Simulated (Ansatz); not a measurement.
C (bcc): energy against volume

Method: DFT, BLYP, plane waves (420 eV) with PAW, scalar-relativistic (Ansatz). The PAW files were generated under PBE, with cores re-solved for the functional.

The cell is scaled uniformly from the relaxed one, with fractional coordinates and shape fixed. Energies are extrapolated to zero smearing, pressures are those at the given smearing. Magnetic state: spin not included.

A Birch-Murnaghan fit gives V₀ = 7.47 Å³/atom, B₀ = 132 GPa, B₀′ = 4.4.

Question: What are the energy above the minimum and the pressure at 6.883 Å³/atom?

Answer: 22.2 meV/atom and 13.02 GPa as computed.

Question: What are the energy above the minimum and the pressure at 7.183 Å³/atom?

Answer: 4.8 meV/atom and 5.79 GPa as computed.

Question: What are the energy above the minimum and the pressure at 8.380 Å³/atom?

Answer: 37.1 meV/atom and -11.51 GPa as computed.
